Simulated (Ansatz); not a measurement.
Bi:
```xyz
2
Lattice="0.0000 3.6173 3.6173 3.6173 0.0000 3.6173 3.6173 3.6173 0.0000" Properties=species:S:1:pos:R:3 pbc="T T T"
Bi     0.0000     0.0000     0.0000
Bi     1.8086     1.8086     1.8086
```

Relaxed with r²SCAN. Special points in fractions of this cell's reciprocal vectors: Γ (0.000, 0.000, 0.000); X (0.500, 0.000, 0.500); U (0.625, 0.250, 0.625); K (0.375, 0.375, 0.750); L (0.500, 0.500, 0.500); W (0.500, 0.250, 0.750).

Question: List the band energies nearest the Fermi level at these points for r²SCAN with spin–orbit coupling (plane waves, PAW; program Ansatz).

Answer: In eV from the Fermi level; about four levels below and three above (degenerate sets whole), none deeper than 8.9 eV; points with the same levels are listed once.

```json
[
 {"k": "Γ", "below": "-0.45 -0.45 -0.45 -0.45 -0.18 -0.18", "above": "1.77 1.77 1.77 1.77"},
 {"k": "X", "below": "-0.07 -0.07 -0.07 -0.07", "above": "4.63 4.63 4.63 4.63"},
 {"k": "U", "below": "-2.73 -2.73 -0.35 -0.35", "above": "1.44 1.44 3.72 3.72"},
 {"k": "L", "below": "-2.36 -2.36 -1.32 -1.32", "above": "1.69 1.69 2.83 2.83"},
 {"k": "W", "below": "-3.61 -3.61 -2.99 -2.99", "above": "0.18 0.18 1.58 1.58"}
]
```

Space group Fd-3m (diamond). The start of the workflow was typed in or built on a structure type; neither database checked (COD, Materials Project) lists it. It is not the phase usual at ambient conditions (space group No. 166). Symmetry was held in the r²SCAN relaxation. At this level the phase is mechanically unstable.

Potentials: the earlier of the program's two PAW sets.
